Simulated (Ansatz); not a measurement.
**NiRhAs: strain energy, fitted**

NiRhAs, P4/nmm, a = 3.558 Å, c = 6.103 Å. The structure is a COD entry; whether it is the stable form wasn't checked. Ansatz: PBEsol, PAW, 420 eV, Γ-centred 10×10×6 mesh on 6 atoms, Gaussian smearing 0.10 eV; no spin polarisation. Series: uniaxial strain along a, with b, c and atoms relaxed; x is the strain in per cent. y is the free energy over the unstrained cell, V0 = 12.877 Å³/atom.

```
x (%) y (meV/atom)
 -4.5             ?
 -3.0          5.16
 -1.5          1.27
  0.0          0.00
  1.5          1.33
  3.0          5.36
  4.5         12.10
```

**Question.** Fit y = c2 x² + c3 x³ to the other rows, turn c2 into a modulus, and predict the missing energy.

**Answer.** Least squares on the rows shown. y = 0.5831 x² + 0.003292 x³. In eV per unit strain² c2 is 5.831; this is Young's modulus along the axis (E = ½ Y V0 ε²): 2 × 5.831 × 160.2 / (12.877) = 145 GPa. At x = -4.5 the fit asked for gives 11.51 meV/atom. The run gave 11.66 meV/atom, so the fit is 0.15 meV/atom too low, 1.2 % of the span of the series, against an rms of 0.02 meV/atom on the fitted rows. The row lies outside the fitted range. With a term in x⁴ added, a fit to the same known rows predicts 11.44 meV/atom, further off still.

Cost: 7 runs of about 22 core-minutes in all, on Arm Neoverse V2 (shared hosts).